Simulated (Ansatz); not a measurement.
Pb (fcc, Cu type)

```yaml
crystal:
  lattice:
    - [0.00000, 2.51696, 2.51696]
    - [2.51696, 0.00000, 2.51696]
    - [2.51696, 2.51696, 0.00000]
  atoms:
    - { symbol: Pb, position: [0.00000, 0.00000, 0.00000] }
```

The slice is a {100} plane (indices of the conventional cell) through the point (0.000, 0.000, 0.000) (fractional), spanned by u = [100] and v = [0 1 -1] in vectors of this cell: u (3.56 Å) and v (3.56 Å, at 90° to u). It covers one period; positions are fractions (u, v).

All values below come from PBE (plane waves to 420 eV, PAW, scalar-relativistic; Ansatz, a first-principles code). k mesh 16×16×16. These are valence fields of a PAW run, semicore shells included where kept as valence: close to a nucleus they are smooth pseudo fields. Pb was relaxed with its symmetry unable to fall. Spin-orbit coupling is left out, though Pb is heavy. The relaxed volume of Pb is well above the measured one; the method has no dispersion term.

What is the ELF at the midpoint of the shortest Pb–Pb line in this plane (3.56 Å)?

0.21.

What is the valence density on the shortest Pb–Pb line in this plane (3.56 Å), at its midpoint?

0.11 e/Å³.

Predict the map of the electrostatic potential energy of an electron, from the cell's mean on the slice.


| v \ u | 0.00 | 0.14 | 0.29 | 0.43 | 0.57 | 0.71 | 0.86 |
|---|---|---|---|---|---|---|---|
| 0.96 | x | x | <0.0 | 5.1 | 5.1 | <0.0 | x |
| 0.86 | x | x | <0.0 | 5.9 | 5.9 | <0.0 | x |
| 0.75 | x | <0.0 | 3.0 | 7.0 | 7.0 | 3.0 | <0.0 |
| 0.64 | 1.5 | 3.2 | 6.3 | 7.9 | 7.9 | 6.3 | 3.2 |
| 0.54 | 5.8 | 6.4 | 7.6 | 8.3 | 8.3 | 7.6 | 6.4 |
| 0.43 | 5.0 | 5.9 | 7.3 | 8.2 | 8.2 | 7.3 | 5.9 |
| 0.32 | <0.0 | 1.2 | 5.5 | 7.6 | 7.6 | 5.5 | 1.2 |
| 0.21 | x | x | 1.6 | 6.6 | 6.6 | 1.6 | x |
| 0.11 | x | x | <0.0 | 5.6 | 5.6 | <0.0 | x |
| 0.00 | x | x | <0.0 | 5.1 | 5.1 | <0.0 | x |

Values: electrostatic potential energy of an electron, from the cell's mean, in eV. Points within 1 Å of a nucleus are blanked (x), as the pseudised field means little there. Values under 0 eV are set to 0. The zero, the cell's mean, hangs on the PAW cores.
